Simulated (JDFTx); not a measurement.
System: HfB2(0001) (P6/mmm bulk; lattice of mp-1994, not re-optimised at this level), 1x1 cell of 8 atoms in 5 planes (B outermost, slab composition Hf2B6), area 8.50 Å² a face, 6.8 Å between the outermost planes in a cell 23.0 Å high; k mesh 8×8×1, Fermi width 0.01 Ha, no spin polarisation. Whether this polymorph is the ambient one wasn't checked. Neither spin polarisation nor a larger cell was tried.

Computed with a modified build of JDFTx: PBE, GBRV ultrasoft potentials, plane waves to 20/100 Ha. Liquid: CANDLE, water, 1 M NaCl; nuclei fixed. Potentials are counted from the potential of zero charge; σ repeats to about 1 %.

| U − U_pzc (V) | σ (μC/cm², per face) |
|---|---|
| 0.36 | withheld |
| 0.51 | 5.65 |
| 0.71 | 7.97 |
| 0.91 | 10.34 |

Problem. Fit σ = C₀x + bx² (x = U − U_pzc) to the other rows by least squares, predict the withheld value, and compare with the run.

Solution. The fit gives C₀ (μF/cm²) = 10.7, b (μF/cm²/V) = 0.706, with a root-mean-square miss of 0.00 μC/cm² on its own rows. It predicts 4.0 μC/cm²; the run gives 4.0 μC/cm², the same to these digits.
